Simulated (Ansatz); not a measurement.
TaS2 (CdI2 type)

```
CELL_PARAMETERS angstrom
      3.32876     0.00000     0.00000
     -1.66438     2.88279     0.00000
      0.00000     0.00000     5.78615
ATOMIC_POSITIONS crystal
  Ta 0.00000 0.00000 0.00000
  S  0.33333 0.66667 0.26699
  S  0.66667 0.33333 0.73301
```

The slice is a (0001) plane (indices of the conventional cell) through the point (0.667, 0.333, 0.733) (fractional), spanned by u = [110] and v = [1 -1 0] in vectors of this cell: u (3.33 Å) and v (5.77 Å, at 90° to u). It covers one period; positions are fractions (u, v).

Computed with PBE-D3(BJ) (plane waves to 420 eV, PAW, scalar-relativistic; Ansatz, an electronic-structure program). k mesh 16×16×8. These are valence fields of a PAW run, semicore shells included where kept as valence: close to a nucleus they are smooth pseudo fields. Spin-orbit coupling is left out, though Ta is heavy. TaS2 is run without spin polarisation. TaS2 was relaxed with its symmetry unable to fall.

Problem. Predict the map of the electrostatic potential energy of an electron, from the cell's mean on the slice.

Solution. 
```
|xxxxx.+###+.xxxx|
|xxxxx:*###*:xxxx|
|xxxx =*****= xxx|
|xxx =*******= xx|
| .-+*********+-.|
|**#####***#####*|
|%%%%%##***##%%%%|
|@@@@%#*+++*#%@@@|
|@@@%#+:   :+#%@@|
|@@@#= xxxxx =#@@|
|@@%+ xxxxxxx +%@|
|@%#-xxxxxxxxx-#%|
|%%*.xxxxxxxxx.*%|
|%#* xxxxxxxxx *#|
|##+.xxxxxxxxx.+#|
|##*:xxxxxxxxx:*#|
|***= xxxxxxx =**|
|****= xxxxx =***|
|*****+-. .-+****|
|**#####***#####*|
|**##%%%%%%%%%##*|
|++*#%@@@@@@@%#*+|
|  :+#%@@@@@%#+: |
|xxx =#@@@@@#= xx|
|xxxx +%@@@%+ xxx|
|xxxxx-#%@%#-xxxx|
|xxxxx.*%%%*.xxxx|
|xxxxx *#%#* xxxx|
```
Scale: ten equal steps from 2.01 (start of ' ') to 9.65 (end of '@'), in the order ' .:-=+*#%@'. Values: electrostatic potential energy of an electron, from the cell's mean, in eV. The map has 16 points along u (one character each, u = 0 at the left) and 28 along v (v = 0 in the bottom row). Points within 1 Å of a nucleus are blanked (x), as the pseudised field means little there. The zero, the cell's mean, hangs on the PAW cores.
